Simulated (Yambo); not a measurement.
```xyz
3
Lattice="3.7100 0.0000 0.0000 -1.8550 3.2129 0.0000 0.0000 0.0000 15.6000" Properties=species:S:1:pos:R:3 pbc="T T T"
Se     1.8550     1.0710    -1.3212
Se     0.0000     2.1419     1.3212
Pt     0.0000     0.0000     0.0000
```

Response from Yambo on PBE (stringent potentials; pw.x of Quantum ESPRESSO, ONCV potentials, no spin-orbit coupling) bands: 24×24×1 mesh, 67 bands, 2 Ry local-field block, 0.2 eV broadening.

Task: Give the static in-plane polarisability without and with local fields.

Result: 
```json
[
 {"field along": "x", "α(0), independent particles (Å)": "8.40", "α(0), RPA with local fields (Å)": "7.59", "screening length 2πα (Å)": "47.7"}
]
```
Electronic (clamped-ion) response only. Spin-orbit coupling, left out here, changes gap and response of such heavy elements. Convergence of the RPA response with its 24×24×1 mesh was not tested.

Geometry relaxed with PBE+D3(BJ).
